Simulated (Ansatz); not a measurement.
Notes on BaGa2H2

```
H Ba Ga
1.0
     2.27867    3.94678    0.00000
    -2.27868    3.94678    0.00000
     0.00000    0.00000    4.93020
H Ba Ga
2 1 2
Direct
  0.33330 0.33340 0.12320
  0.66670 0.66660 0.87680
  0.00000 0.00000 0.00000
  0.33330 0.33340 0.46800
  0.66670 0.66660 0.53200
```

The numbers come from plane-wave PAW DFT (Ansatz): r2SCAN, no spin polarisation, 500 eV, 9×9×7 Γ-centred k points, fermi-dirac occupations (width 0.0382 eV). Nothing was relaxed.

Formation energy: -0.55 eV an atom against the elements' usual phases (free molecules for gases, crystals otherwise, with no correction for O₂ or N₂), so it is bound against them; other compounds may still compete. Relaxing would lower it.
Contacts: H–Ga at 1.70 Å: least valence density 0.58 e/Å³ and ELF 0.44 there. Ba–H at 2.70 Å: least valence density 0.12 e/Å³ and ELF 0.09 there. These are pseudo-fields; inside the PAW spheres they differ from the all-electron ones.
Electronic structure: It is a semimetal on this mesh, with about 0.09 states/eV a cell as the mean within 0.25 eV of the Fermi level, mostly Ga p (77 %).
Charges: Bader charges in e: Ba +1.38, Ga -0.14, H -0.55. In the mean Ba gives up most and H takes most.
Stress: The pressure is -1.1 GPa (compression positive), so with the atoms held at these fractions the cell would first shrink.

Origin: a database entry at a rescaled volume.
